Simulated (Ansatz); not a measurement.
Consider the following.

ZnNi (CsCl type, Pm-3m), a = b = c = 2.8067 Å, α = β = γ = 90.00°.

This is the LDA-relaxed structure.

**Question.** All from LDA in the plane-wave PAW code Ansatz, unless another level is named. Predict the highest zone-centre frequency.

**Answer.** 260 cm⁻¹.

**Question.** And the bulk modulus (Birch–Murnaghan fit)?

**Answer.** 191 GPa.

The workflow started from a Materials Project entry (that database holds measured and hypothetical structures alike); the Crystallography Open Database files this formula in space group No. 221, but the cells were not matched. Its standing as an ambient phase is unchecked. The LDA relaxation kept the symmetry of its start. At this level the phase is mechanically unstable. The run is not spin-polarised. As this level gives no gap, phonon frequencies hold no LO–TO term and depend on the k-mesh and smearing (Fermi–Dirac, 0.1 eV here).

Potentials: the later of the program's two PAW sets.
